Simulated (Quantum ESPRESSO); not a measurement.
Band energies of Sr2MoZnO6

```xyz
10
Lattice="0.0000 4.0232 4.0232 4.0232 0.0000 4.0232 4.0232 4.0232 0.0000" Properties=species:S:1:pos:R:3 pbc="T T T"
O      4.0232     6.1071     4.0232
O      4.0232     1.9394     4.0232
O      1.9394     4.0232     4.0232
O      6.1071     4.0232     4.0232
O      4.0232     4.0232     6.1071
O      4.0232     4.0232     1.9394
Zn     4.0232     4.0232     4.0232
Sr     2.0116     2.0116     2.0116
Sr     6.0349     6.0349     6.0349
Mo     0.0000     0.0000     0.0000
```

norm-conserving PBEsol (Quantum ESPRESSO, 84 Ry, scalar-relativistic); path ΓXWKΓLUWLK,UX; energies in eV from the valence-band maximum.

```
k (1/Å)  point  band 41  band 42  band 43  band 44  band 45  band 46  band 47  band 48
-------  -----  -------  -------  -------  -------  -------  -------  -------  -------
0.00         Γ    -0.66    -0.66    -0.07    -0.07    -0.07     2.25     2.25     2.25
0.39              -0.95    -0.56    -0.51    -0.51    -0.11     2.14     2.62     2.62
0.78         X    -0.97    -0.97    -0.95    -0.95    -0.15     2.04     2.98     2.98
0.78         W    -1.40    -0.99    -0.73    -0.53    -0.53     2.48     2.48     2.98
1.06         K    -1.24    -0.84    -0.82    -0.51    -0.34     2.22     2.80     2.87
1.39              -1.11    -0.70    -0.53    -0.39    -0.01     2.42     2.44     2.57
1.89         Γ    -0.66    -0.66    -0.07    -0.07    -0.07     2.25     2.25     2.25
2.22              -0.47    -0.47    -0.29    -0.29    -0.23     2.29     2.40     2.40
2.56         L    -0.82    -0.81    -0.49     0.00     0.00     2.30     2.49     2.49
3.04         U    -1.24    -0.84    -0.82    -0.51    -0.34     2.22     2.80     2.87
3.04         W    -1.40    -0.99    -0.73    -0.53    -0.53     2.48     2.48     2.98
3.32              -0.86    -0.68    -0.53    -0.52    -0.24     2.42     2.48     2.75
3.59         L    -0.82    -0.81    -0.49     0.00     0.00     2.30     2.49     2.49
3.83              -0.85    -0.69    -0.50    -0.45    -0.16     2.35     2.57     2.67
4.07         K    -1.24    -0.84    -0.82    -0.51    -0.34     2.22     2.80     2.87
4.07         U    -1.24    -0.84    -0.82    -0.51    -0.34     2.22     2.80     2.87
4.35         X    -0.97    -0.97    -0.95    -0.95    -0.15     2.04     2.98     2.98
```

The PBEsol gap is indirect, 2.04 eV, from L to X; the smallest direct gap is 2.19 eV. Another valence extremum on the path lies within 0.02 eV, too close to call.

Spin-orbit splittings are left out.

Geometry of the Materials Project entry, not relaxed at this level.
